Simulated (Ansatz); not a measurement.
Problem. GaAs (rock salt, space group No. 225) is relaxed with DFT-r²SCAN in the program Ansatz with PAW potentials. What lattice parameters of the conventional cell result?

Solution. a = 5.329 Å.

Problem. Is it a metal or does it have a gap at this level?

Solution. No gap at this level.

Space group Fm-3m (rock salt). The start of the workflow was typed in or built on a structure type; neither database checked (COD, Materials Project) lists it. It is not the phase usual at ambient conditions (space group No. 216). The r²SCAN relaxation kept the symmetry of its start; its stability against distortions is not shown here. Spin–orbit coupling is left out wherever it is not named.

Potentials: the later of the program's two PAW sets.
